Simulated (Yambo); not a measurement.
Convergence of the G0W0 gap of CdZnS$_{2}$

G0W0@PBEsol for CdZnS2 (space group P-4m2, No. 115) in Yambo. Reference settings: 4×4×2 Γ-centred k mesh, bands 9 to 173 and a 8 Ry block in the screening, 173 bands in G with the Bruneval-Gonze terminator, plasmon pole fitted at 27.2 eV. The PBEsol gap Γ → Γ on this mesh is 1.38 eV; G0W0 gaps are taken between the same points.

| change from the reference | G0W0 gap Γ → Γ (eV) | shift of the valence edge (eV) | rough Yambo cost |
|---|---|---|---|
| reference settings | 2.60 | -0.86 | 1 |
| 70 bands in W, 70 bands in G | 2.68 | -0.65 | about 1/2 |
| 114 bands in W, 114 bands in G | 2.62 | -0.78 | within a factor of two |
| 70 bands in G | 2.62 | -0.83 | – |
| 114 bands in G | 2.60 | -0.85 | – |
| 3 Ry block | 2.45 | -0.57 | within a factor of two |
| pole fitted at 40 eV | 2.61 | -0.92 | – |
| no random integration | 2.57 | -0.74 | – |
| 2×2×2 mesh | 2.49 | -0.76 | about 1/4 |
| 70 bands in G, no terminator | 2.49 | -0.38 | – |

The reference isn't shown to be the converged limit. Costs are rough (shared machines), scaled to the same edge states, and given only for runs that recompute the screening.

Spin-orbit splittings are left out.

Geometry relaxed with PBEsol; primitive cell a = b = 3.9281 Å, c = 5.6524 Å, α = β = γ = 90.00°.

The structure is a Materials Project entry; no match was found in the copy of COD used, and its stability was not checked.

A shift is the quasiparticle energy of the state minus its PBEsol energy.
